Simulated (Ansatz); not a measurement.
SrTiO₃ (cubic perovskite)

```
CELL_PARAMETERS angstrom
      3.93647     0.00000     0.00000
      0.00000     3.93647     0.00000
      0.00000     0.00000     3.93647
ATOMIC_POSITIONS crystal
  Sr 0.00000 0.00000 0.00000
  Ti 0.50000 0.50000 0.50000
  O  0.00000 0.50000 0.50000
  O  0.50000 0.50000 0.00000
  O  0.50000 0.00000 0.50000
```

Scan: atom 1 (Sr, nearest neighbour O at 2.784 Å; its periodic images, 3.9 Å or more away, move with it) is displaced along Cartesian [111], direction (0.577, 0.577, 0.577) in Cartesian axes, by s. The other atoms stay.

Calculation: PBE (plane waves to 420 eV, PAW, scalar-relativistic; Ansatz, a first-principles code). k mesh 7×7×7 (Γ-centred), Fermi-Dirac smearing 0.05 eV. Energies are smeared free energies. Left out: 2 of 11 points, with atoms too close for the PAW data. F∥ is the force on the atom along that direction. SrTiO3 is run without spin polarisation. SrTiO3 was relaxed with its symmetry unable to fall. ΔE is measured from the undisplaced structure.

Problem. Predict the ΔE (meV/cell) and F∥ (eV/Å) at s (Å) = -0.672, -0.504, -0.336, -0.168, 0.168, 0.336, 0.504, 0.672.

Solution. 
```csv
s (Å),ΔE (meV/cell),F∥ (eV/Å)
-0.672,1300,5.543
-0.504,592,3.062
-0.336,219,1.514
-0.168,48,0.598
0.168,48,-0.598
0.336,219,-1.514
0.504,592,-3.062
0.672,1300,-5.543
```

(For displaced atoms, the force is minus the slope of the energy, and its curvature is a force constant, which sets phonon frequencies.)
